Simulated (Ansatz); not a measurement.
**4 guesses for HoNb2As3 and where they end**

These are results of Ansatz, DFT PBE, scalar-relativistic, plane waves, PAW, and for the lanthanide a 4f-in-core norm-conserving potential, not measurements. Settings: cutoff 690 eV, Γ-centred meshes spaced at most about 0.3 Å⁻¹, and about 0.25 Å⁻¹ or finer for metals (2π included), Gaussian smearing. No spin polarisation in the final relaxations.

Each guess was relaxed in cell and atoms at zero pressure, within the symmetry of its start. All energies are static (0 K, no zero-point motion). Coordination counts As atoms around Ho and Nb (those within 1.25 times the shortest such distance or 1.15 times the sum of covalent radii, 1.27 where that leaves under three; a plus sign parts nearer from farther groups).

```tsv
guess	made from	start group	V start (Å³/atom)	end group	V end (Å³/atom)	coordination at the end	gap on mesh (eV)	E over the lowest end (meV/atom)
1	TbAl3Cu2 type	P6/mmm	21.4	P6/mmm	20.5	Ho 12, Nb 6	0	0
2	random cell	P4mm	23.6	P4mm	24.1	Ho 5, Nb 3	0	87
3	Er2Mg3Ru type	P4/mmm	26.7	?	?	?	?	?
4	random cell	I4/mmm	21.9	I4/mmm	24.2	Ho 4, Nb 2	0	607
```

Guess 3 as it starts:

```xyz
6
Lattice="3.5032 0.0000 0.0000 0.0000 3.5032 0.0000 0.0000 0.0000 13.0361" Properties=species:S:1:pos:R:3 pbc="T T T"
Ho    0.0000    0.0000    0.0000
Nb    1.7516    1.7516   11.3172
Nb    1.7516    1.7516    1.7189
As    0.0000    0.0000    8.6660
As    0.0000    0.0000    4.3701
As    1.7516    1.7516    6.5180
```

Question: Predict the end of this guess and its energy over the lowest end.

Answer: It ends in space group P4/mmm (No. 123), with a = 3.658 Å, c = 9.128 Å, 20.4 Å³/atom and no gap. It lies 1 meV/atom over the lowest end, within the noise of guess 1 and below guess 2. Counting As atoms around Ho and Nb, this end has Ho 2, Nb 1+4 and the lowest (guess 1) has Ho 12, Nb 6.

```
Ho Nb As
1.0
     3.65796    0.00000    0.00000
     0.00000    3.65796    0.00000
     0.00000    0.00000    9.12826
Ho Nb As
1 2 3
Cartesian
  0.0000 0.0000 0.0000
  1.8290 1.8290 7.0226
  1.8290 1.8290 2.1057
  0.0000 0.0000 6.2132
  0.0000 0.0000 2.9151
  1.8290 1.8290 4.5641
```

Formation energies are uncorrected and refer to the elements' standard structures at the same level.

Question: Is the lowest end bound against the elements?

Answer: Yes: its formation energy is −0.19 eV/atom. It lies below the elements, which doesn't yet make it stable against other compounds or structures.

For metals, differences of a few meV/atom aren't resolved. A magnetic state wasn't ruled out in cells without spin, among them P6/mmm. The reference form of As is held partly by dispersion forces, which this level lacks. Cells relaxed within their symmetry can be saddle points. A lower structure may well exist outside this small set. Some candidate types were left out of the draw beforehand, so a known form may be missing.

The lanthanide is trivalent by construction, without f bands, f moments or other valences. The reference runs of the other elements, and any phases without the lanthanide, used 420 eV, which shifts energies against them by under 10 meV/atom. The lanthanide's reference is the lowest of its hcp, dhcp and fcc cells.
